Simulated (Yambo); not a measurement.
Yambo input for LuIO (space group P4/nmm, No. 129) (a = 3.844 Å, b = 3.844 Å, c = 9.085 Å, α = 90.00°, β = 90.00°, γ = 90.00°), on norm-conserving PBEsol (Quantum ESPRESSO, 100 Ry, scalar-relativistic) wavefunctions on a 4×4×2 mesh:

```
optics
chi
dipoles
kernel
FFTGvecs= 40 Ry
Chimod= "HARTREE"
NGsBlkXd= 3 Ry
% QpntsRXd
 1 | 1 |
%
% BndsRnXd
 3 | 118 |
%
GrFnTpXd= "R"
% EnRngeXd
 0.0 | 20.0 | eV
%
% DmRngeXd
 0.2 | 0.2 | eV
%
CGrdSpXd= 50
ETStpsXd= 161
% LongDrXd
 1.0 | 0.0 | 0.0 |
%
% XfnQP_E
 1.38 | 1.0 | 1.0 |
%
```

First lines of the file o-*.eps_q1_inv_rpa_dyson:

```
Absorption @ Q(1):   1.00000000     0.00000000     0.00000000    [q->0 direction]
#
# [ X ] Hartree size     :   85
# [GEN] GF Energies     : Perdew, Burke & Ernzerhof SOL(X)+Perdew, Burke & Ernzerhof SOL(C)+ user defined corrections @E
# [GEN] Green`s Function     : Retarded
#
# [GEN] Gauge     : Length
# [GEN] [r,Vnl] included     : yes
#
#    E[1] [eV]     Im(eps)     Re(eps)     Im(eps_o)     Re(eps_o)
#
     0.000000     0.60024E-17     5.088417     0.53789E-17     5.721577
     0.125000     0.003473     5.089499     0.004126     5.722862
     0.250000     0.006961     5.092746     0.008269     5.726719
     0.375000     0.010478     5.098174     0.012447     5.733167
     0.500000     0.014040     5.105806     0.016678     5.742232
     0.625000     0.017661     5.115672     0.020981     5.753953
     0.750000     0.021360     5.127817     0.025375     5.768379
     0.875000     0.025152     5.142291     0.029881     5.785575
     1.000000     0.029057     5.159159     0.034522     5.805615
     1.125000     0.033094     5.178497     0.039321     5.828591
     1.250000     0.037286     5.200394     0.044304     5.854607
     1.375000     0.041658     5.224951     0.049501     5.883787
     1.500000     0.046235     5.252288     0.054943     5.916271
     1.625000     0.051048     5.282541     0.060666     5.952223
     1.750000     0.056131     5.315865     0.066711     5.991826
     1.875000     0.061523     5.352438     0.073123     6.035294
     2.000000     0.067268     5.392463     0.079955     6.082867
     2.125000     0.073418     5.436174     0.087268     6.134822
     2.250000     0.080031     5.483834     0.095133     6.191475
     2.375000     0.087179     5.535750     0.103632     6.253189
     2.500000     0.094945     5.592274     0.112863     6.320381
     2.625000     0.103427     5.653811     0.122944     6.393533
     2.750000     0.112745     5.720832     0.134014     6.473203
     2.875000     0.123045     5.793889     0.146245     6.560042
     3.000000     0.134507     5.873628     0.159849     6.654817
     3.125000     0.147357     5.960816     0.175088     6.758431
     3.250000     0.161877     6.056367     0.192294     6.871962
     3.375000     0.178433     6.161382     0.211892     6.996707
     3.500000     0.197506     6.277204     0.234440     7.134243
     3.625000     0.219734     6.405489     0.260680     7.286512
     3.750000     0.245992     6.548309     0.291624     7.455938
     3.875000     0.277511     6.708302     0.328694     7.645601
     4.000000     0.316077     6.888884     0.373947     7.859477
```
(The file goes on to the top of the energy range.) Convergence of the RPA response with its 4×4×2 mesh was not tested. The scissor comes from a G0W0 run whose convergence isn't established.

Spin-orbit coupling is not included.

Geometry relaxed with PBE+D3(BJ).
